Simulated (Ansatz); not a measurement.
Input, command and steps of an Ansatz relaxation.

```yaml
crystal:
  lattice:
    - [4.8939558424, 0.0, 0.0]
    - [-2.4469779212, 4.2382900845, 0.0]
    - [0.0, 0.0, 4.5492099205]
  atoms:
    - { symbol: Ti, position: [0.3334631708, 0.0, 0.2597238596] }
    - { symbol: Ti, position: [0.0, 0.3334631708, 0.2597238596] }
    - { symbol: Ti, position: [0.6665368292, 0.6665368292, 0.2597238596] }
    - { symbol: Ti, position: [0.0, 0.6665368292, 0.7402761404] }
    - { symbol: Ti, position: [0.6665368292, 0.0, 0.7402761404] }
    - { symbol: Ti, position: [0.3334631708, 0.3334631708, 0.7402761404] }
    - { symbol: O, position: [0.0, 0.0, 0.0] }
basis:
  ecutwfc: 420
kpoints:
  mp_grid: { grid: [12, 12, 8] }
hamiltonian:
  xc: pbesol
scf:
  occupations: { method: gaussian, width: 0.1 }
output:
  forces: true
  stress: true
  eigenvalues: true
relax:
  adjacent_minimum: "off"
  f_tol: 0.01
  max_steps: 30
  cell: { stress_tol: 0.1, fix: [volume] }
```

```bash
ansatz run input.yaml --threads 2 --pin off --max-ram 5120MiB --backend cpu --events-out ev --progress --plain --runs-dir out
```

Method: Ansatz 0.2.0, DFT PBEsol, scalar-relativistic, plane waves, PAW.

The volume is held at 0.91 times that of the relaxed cell.

Of 5 frames 4 are shown, positions in Å and forces in eV/Å; the SCF threshold varies from step to step. Steps run on the plane waves of an earlier cell, with a Pulay correction in the pressure. The basis is chosen afresh for the last frame, the zero of the energies, and at times for earlier ones too; energy and pressure step there, also at an unchanged geometry.

```xyz
7
Lattice="4.8940 0.0000 0.0000 -2.4470 4.2383 0.0000 0.0000 0.0000 4.5492" Properties=species:S:1:pos:R:3:forces:R:3 pbc="T T T" step=1 free_energy_over_end_meV_per_atom=0.34 pressure_GPa=16.30
Ti    1.6320    0.0000    1.1815    0.1458    0.0000    0.0328
Ti   -0.8160    1.4133    1.1815   -0.0729    0.1262    0.0328
Ti    1.6310    2.8250    1.1815   -0.0729   -0.1262    0.0328
Ti   -1.6310    2.8250    3.3677    0.0729   -0.1262   -0.0328
Ti    3.2620    0.0000    3.3677   -0.1458    0.0000   -0.0328
Ti    0.8160    1.4133    3.3677    0.0729    0.1262   -0.0328
O     0.0000    0.0000    0.0000    0.0000    0.0000    0.0000
7
Lattice="4.8928 0.0000 0.0000 -2.4464 4.2373 0.0000 0.0000 0.0000 4.5513" Properties=species:S:1:pos:R:3:forces:R:3 pbc="T T T" step=2 free_energy_over_end_meV_per_atom=0.05 pressure_GPa=15.99
Ti    1.6387    0.0000    1.1808   -0.0372    0.0000    0.0304
Ti   -0.8193    1.4191    1.1808    0.0186   -0.0322    0.0304
Ti    1.6271    2.8182    1.1808    0.0186    0.0322    0.0304
Ti   -1.6271    2.8182    3.3705   -0.0186    0.0322   -0.0304
Ti    3.2542    0.0000    3.3705    0.0372    0.0000   -0.0304
Ti    0.8193    1.4191    3.3705   -0.0186   -0.0322   -0.0304
O     0.0000    0.0000    0.0000    0.0000    0.0000    0.0000
7
Lattice="4.8935 0.0000 0.0000 -2.4467 4.2379 0.0000 0.0000 0.0000 4.5501" Properties=species:S:1:pos:R:3:forces:R:3 pbc="T T T" step=3 free_energy_over_end_meV_per_atom=0.00 pressure_GPa=16.05
Ti    1.6372    0.0000    1.1819    0.0015    0.0000    0.0100
Ti   -0.8186    1.4178    1.1819   -0.0008    0.0013    0.0100
Ti    1.6281    2.8200    1.1819   -0.0008   -0.0013    0.0100
Ti   -1.6281    2.8200    3.3683    0.0008   -0.0013   -0.0100
Ti    3.2563    0.0000    3.3683   -0.0015    0.0000   -0.0100
Ti    0.8186    1.4178    3.3683    0.0008    0.0013   -0.0100
O     0.0000    0.0000    0.0000    0.0000    0.0000    0.0000
7
Lattice="4.8934 0.0000 0.0000 -2.4467 4.2378 0.0000 0.0000 0.0000 4.5503" Properties=species:S:1:pos:R:3:forces:R:3 pbc="T T T" step=5 free_energy_over_end_meV_per_atom=0.00 pressure_GPa=16.05
Ti    1.6371    0.0000    1.1824    0.0015    0.0000    0.0020
Ti   -0.8185    1.4178    1.1824   -0.0008    0.0013    0.0020
Ti    1.6281    2.8200    1.1824   -0.0008   -0.0013    0.0020
Ti   -1.6281    2.8200    3.3679    0.0008   -0.0013   -0.0020
Ti    3.2563    0.0000    3.3679   -0.0015    0.0000   -0.0020
Ti    0.8185    1.4178    3.3679    0.0008    0.0013   -0.0020
O     0.0000    0.0000    0.0000    0.0000    0.0000    0.0000
```

It took 3.6 min on 2 threads of Intel(R) Xeon(R) Processor @ 2.50GHz (Skylake/Cascade Lake), with other jobs on the host, peak memory 0.73 GiB.

Spin polarisation was left out, and a magnetic state may lie lower.